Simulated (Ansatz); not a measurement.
The relaxed structure here is a generated cell of VPt2: the first start was made by placing the elements on the sites of a structure type, and the end was not matched to a known phase here, so it may be hypothetical.

One stationary structure of VPt₂. Space group Fddd (No. 70), AFLOW prototype A2B_oF24_70_e_a (C54, as in TiSi2). Calculation: PBE (plane waves to 420 eV, PAW, scalar-relativistic; Ansatz, a program for electronic structure).

Space group Fddd, origin choice 1 (No. 70); a = 4.7684 Å, b = 8.2549 Å, c = 9.1775 Å, α = 90.00°, β = 90.00°, γ = 90.00°

```json
[
 {"atom": "Pt", "site": "16f", "symmetry": ".2.", "x": "0.0000", "y": "0.3340", "z": "0.0000"},
 {"atom": "V", "site": "8a", "symmetry": "222", "x": "0.0000", "y": "0.0000", "z": "0.0000"}
]
```
(The calculation used a cell of 6 atoms; values per cell refer to that cell.)

Task: What is the computed magnetic moment (PBE)?

Result: Net 0.29 μB/atom, ferromagnetic.

Spin state reached: ferromagnetic (net 0.29 μB/atom), from parallel starting moments; other spin orders were not run from this start.

The run could not lose the symmetry of its start, so the end can be a saddle point.
